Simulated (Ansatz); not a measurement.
TiAl:
```xyz
2
Lattice="2.7647 0.0000 0.0000 0.0000 2.7647 0.0000 0.0000 0.0000 4.0034" Properties=species:S:1:pos:R:3 pbc="T T T"
Ti     1.3823     1.3823     2.0017
Al     0.0000     0.0000     0.0000
```

Relaxed with LDA.

Q: Decompose the optical modes at the zone centre into irreducible representations, and say which are infrared and Raman allowed.

A: Point group 4/mmm: Γ_opt = A2u + Eu. Infrared: A2u, Eu. Raman: none.

Q: Assign frequencies (DFPT, the program Ansatz at the LDA level (PAW)).

A: Eu 273, A2u 318 cm⁻¹.

Space group P4/mmm (L1₀ or tetragonal B2). The cell was relaxed with LDA under the symmetry of its start; of distortions, only those at the zone centre were tested. The run is not spin-polarised. As this level gives no gap, phonon frequencies hold no LO–TO term and depend on the k-mesh and smearing (Fermi–Dirac, 0.1 eV here).

Potentials: the earlier of the program's two PAW sets.
